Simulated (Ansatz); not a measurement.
# Pressure against volume in NdMo

It was reached by relaxing an invented guess, and it needn't be the stable form of this composition.

These are results of Ansatz 0.2.0, DFT PBE, scalar-relativistic, plane waves, PAW, and for the lanthanide a 4f-in-core norm-conserving potential, not measurements. The final run on the 4-atom cell used 660 eV, a Γ-centred 12×12×12 mesh, 0.10 eV smearing and no spin polarisation.

```
Nd Mo
1.0
     2.15661    1.24512    6.60935
    -2.15661    1.24512    6.60935
     0.00000   -2.49024    6.60935
Nd Mo
2 2
Cartesian
  0.0000 0.0000 1.9761
  0.0000 0.0000 17.8519
  0.0000 0.0000 13.4973
  0.0000 0.0000 6.3307
```

The cell was set to several volumes, with shape and atoms relaxed at each where symmetry leaves them free. Pressure is positive in compression, and energies count from the lowest row. No row has a gap on its mesh.

```csv
row,V (Å³/atom),P (GPa),ΔE (meV/atom)
1,23.427,8.13,69.1
2,24.226,?,?
3,25.024,3.23,14.5
4,25.823,1.44,3.2
5,26.621,-0.03,0.0
6,27.420,-1.16,3.2
7,28.219,-2.09,11.4
8,29.284,-2.91,28.0
```

Question: Find B = −V·ΔP/ΔV from rows 4 and 6 and from rows 1 and 3, and from the two its slope B′ and its value B0 at zero pressure.

Answer: Rows 4 and 6 give −(25.823 + 27.420)/2 × (-1.16 − (1.44))/(27.420 − 25.823) = 43.3 GPa at a mean pressure of 0.14 GPa. Rows 1 and 3 give −(23.427 + 25.024)/2 × (3.23 − (8.13))/(25.024 − 23.427) = 74.3 GPa at a mean pressure of 5.68 GPa. So B′ = (74.3 − 43.3)/(5.68 − (0.14)) = 5.60 and B0 = 43.3 − 5.60 × (0.14) = 42.5 GPa. A third-order Birch–Murnaghan fit to all the energies gives B0 = 42.4 GPa and B′ = 6.7.

Question: Estimate the pressure and energy of row 2.

Answer: From row 5, V0 = 26.621 × (1 + (-0.03)/42.5) = 26.602 Å³/atom. Murnaghan's form P = (B0/B′)·[(V0/V)^B′ − 1] gives (42.5/5.60) × [(26.602/24.226)^5.60 − 1] = 5.23 GPa; the computed pressure is 5.43 GPa, so the estimate is off by -0.20 GPa. The work of compression from row 3, with the mean of the two pressures, gives ΔE = 14.5 + (5.23 + 3.23)/2 × (25.024 − 24.226)/160.2 × 1000 = 35.6 meV/atom (1 eV/Å³ = 160.2 GPa); the computed value is 35.7 meV/atom.

Trial moments died out on the coarse mesh, so the last step has no spin; another magnetic start might hold. All volumes keep the k mesh of the relaxed cell. A later test with randomly moved atoms came back to the same energy, though modes that don't fit the test's cell weren't probed.

The lanthanide is trivalent by construction, without f bands, f moments or other valences.
